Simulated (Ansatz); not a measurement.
Base run

Ansatz input (lattice in Å, positions in fractions of it)
```yaml
crystal:
  lattice:
    - [0, 2.535, 2.535]
    - [2.535, 0, 2.535]
    - [2.535, 2.535, 0]
  atoms:
    - { symbol: Hf, position: [0, 0, 0] }
    - { symbol: O, position: [0.25, 0.25, 0.25] }
    - { symbol: O, position: [0.75, 0.75, 0.75] }
kpoints:
  mp_grid: { grid: [6, 6, 6] }
hamiltonian:
  xc: pbe
  pseudopotentials:
    kind: all_electron
    nuclear_model: point
    lapw: { basis_error: "0.25 meV" }
scf:
  occupations: { method: fermi_dirac, width: 0.02 }
  convergence: { dr2_threshold: "1e-9 eV" }
  max_iter: 300
output:
  forces: true
  stress: true
  eigenvalues: true
```

Computed with PBE, all-electron LAPW, point nucleus in Ansatz.

It gives a pressure of 4.15 GPa, with a gap of 3.78 eV on the mesh.

Task: What changes with a first-order correction from the scalar-relativistic equation to Dirac's equation for the inner shells Hf 4p, Hf 4d and those below them?

Result: The pressure rises by 0.05 GPa, the gap is unchanged to within 0.01 eV.

This cubic structure is a model: it isn't the usual form of the substance at ambient conditions, and such phases are metastable or hypothetical. A gap read on the mesh is an upper bound of this method's gap, since the mesh can miss a band edge. Spin–orbit coupling is left out; with heavy elements it can shift the gap and split levels by tenths of an eV. Semilocal functionals give gaps that mostly lie well below measured ones.
